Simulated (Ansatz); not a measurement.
Relaxed-ion elastic tensor of CdTe (zinc blende, F-43m) in GPa (Voigt order), LDA (plane waves, PAW; program Ansatz); density 6.06 g/cm³, 32.91 Å³ per atom.

```
58.5  40.0  40.0   0.0   0.0   0.0
40.0  58.5  40.0   0.0   0.0   0.0
40.0  40.0  58.5   0.0   0.0   0.0
 0.0   0.0   0.0  21.6   0.0   0.0
 0.0   0.0   0.0   0.0  21.6   0.0
 0.0   0.0   0.0   0.0   0.0  21.6
```

**Question.** Is the crystal mechanically stable?

**Answer.** Yes: the smallest eigenvalue of C is 18.5 GPa.

**Question.** Work out the Voigt, Reuss and Hill averages.

**Answer.** K_V = 46.2, K_R = 46.2, K_H = 46.2; G_V = 16.6, G_R = 14.1, G_H = 15.3 GPa.

**Question.** Give Young's modulus, Poisson's ratio, Pugh's ratio and the universal anisotropy index.

**Answer.** E = 9KG/(3K + G) = 41.5 GPa; ν = 0.35; K/G = 3.01 (ductile by the Pugh limit of 1.75); A_U = 5G_V/G_R + K_V/K_R − 6 = 0.92.

**Question.** Estimate the sound speeds and the Debye temperature.

**Answer.** v_l = √((K + 4G/3)/ρ) = 3320 m/s, v_t = √(G/ρ) = 1590 m/s, mean 1790 m/s; Θ = (h/k)(3n/4πV)^(1/3) v_m = 166 K.

**Question.** Give the Zener ratio and Young's modulus along [100], [110] and [111].

**Answer.** A = 2C44/(C11 − C12) = 2.34; 1/E = S11 − 2(S11 − S12 − S44/2)Γ with Γ = 0, 1/4, 1/3 gives 26.0, 43.4, 56.0 GPa.

**Question.** Solve the Christoffel equation for the three sound speeds along [100], [110], [111].

**Answer.** Eigenvalues of C_ijkl n_j n_l equal ρv² (piezoelectric stiffening left out). In km/s, slowest first: [100] 1.89, 1.89, 3.11; [110] 1.23, 1.89, 3.42; [111] 1.48, 1.48, 3.52.

The LDA relaxation kept the symmetry of its start. Spin–orbit coupling is left out wherever it is not named.

Potentials: the earlier of the program's two PAW sets. The files were generated under PBE; for other functionals the program regenerates the frozen cores, and for LDA and PBEsol the local potential too.
